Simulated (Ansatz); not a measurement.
AlCr2C:
```cif
data_C2Al2Cr4
_chemical_formula_sum 'Al2 Cr4 C2'
_space_group_name_H-M_alt 'P 1'
_space_group_IT_number 1
_cell_length_a 2.84020
_cell_length_b 2.84020
_cell_length_c 12.70460
_cell_angle_alpha 90.000
_cell_angle_beta 90.000
_cell_angle_gamma 120.000
loop_
_space_group_symop_operation_xyz
  'x, y, z'
loop_
_atom_site_label
_atom_site_type_symbol
_atom_site_fract_x
_atom_site_fract_y
_atom_site_fract_z
_atom_site_occupancy
Al1 Al 0.66667 0.33333 0.25000 1
Al2 Al 0.33333 0.66667 0.75000 1
Cr1 Cr 0.33333 0.66667 0.41572 1
Cr2 Cr 0.66667 0.33333 0.58428 1
Cr3 Cr 0.66667 0.33333 0.91572 1
Cr4 Cr 0.33333 0.66667 0.08428 1
C1 C 0.00000 0.00000 0.50000 1
C2 C 0.00000 0.00000 0.00000 1
```

Relaxed with PBE.

Problem. Which orbitals make up the states near the Fermi level in PBE in the plane-wave PAW code Ansatz?

Solution. Within 0.5 eV of the Fermi level: Cr 3d 91 %. Projections are on Löwdin-orthogonalised atomic valence shells; empty p or d shells of many metals are not among them.

Problem. Tabulate the density of states.

Solution. States/eV per cell of 8 atoms, in 0.25 eV bins, energy from the Fermi level.

```
E (eV)  total  Cr 3d  C 2p  Al 3p
------  -----  -----  ----  -----
-7.85    0.77   0.10  0.03   0.28
-7.60    0.81   0.12  0.04   0.30
-7.35    0.89   0.16  0.06   0.32
-7.10    1.25   0.30  0.19   0.37
-6.85    3.32   1.06  1.24   0.46
-6.60    2.94   0.95  1.21   0.33
-6.35    2.51   0.84  1.13   0.22
-6.10    2.82   1.00  1.25   0.23
-5.85    2.89   1.02  1.10   0.36
-5.60    3.62   1.23  1.39   0.49
-5.35    3.01   1.03  1.08   0.47
-5.10    4.72   1.88  1.91   0.44
-4.85    4.73   1.96  2.01   0.36
-4.60    8.76   3.78  4.00   0.48
-4.35    4.36   2.12  1.55   0.28
-4.10    8.15   4.14  3.01   0.45
-3.85    4.12   2.26  1.40   0.20
-3.60    0.69   0.28  0.03   0.17
-3.35    0.96   0.40  0.03   0.27
-3.10    2.14   1.25  0.06   0.53
-2.85    6.21   4.06  0.18   1.43
-2.60    8.74   5.79  0.27   2.06
-2.35    6.70   4.56  0.17   1.50
-2.10    8.98   6.05  0.25   2.02
-1.85    5.07   3.92  0.12   0.73
-1.60    3.33   2.82  0.05   0.28
-1.35    4.21   3.82  0.03   0.19
-1.10    3.78   3.46  0.04   0.20
-0.85    5.13   4.66  0.10   0.27
-0.60    4.61   4.20  0.09   0.23
-0.35    6.51   6.10  0.09   0.22
-0.10    6.37   5.90  0.09   0.23
0.15     7.92   7.11  0.18   0.28
0.40     5.95   5.29  0.23   0.18
0.65    13.07  12.00  0.36   0.21
0.90     8.54   7.65  0.28   0.22
1.15     6.61   5.57  0.35   0.44
1.40     5.65   4.09  0.52   0.74
1.65     5.40   3.75  0.32   1.07
1.90     2.46   1.42  0.25   0.61
2.15     2.07   1.02  0.40   0.48
2.40     3.15   1.47  0.63   0.63
2.65     3.48   1.46  0.55   0.62
2.90     5.44   2.42  1.16   0.57
3.15     5.04   2.24  1.15   0.52
3.40     5.33   2.30  1.20   0.55
3.65     5.39   2.25  1.44   0.60
3.90     5.13   2.03  1.43   0.60
4.15     5.32   1.80  1.12   0.70
4.40     5.27   1.61  1.03   0.77
```

Space group P6_3/mmc. The PBE relaxation kept the symmetry of its start. No spin polarisation was allowed.

Potentials: the earlier of the program's two PAW sets.
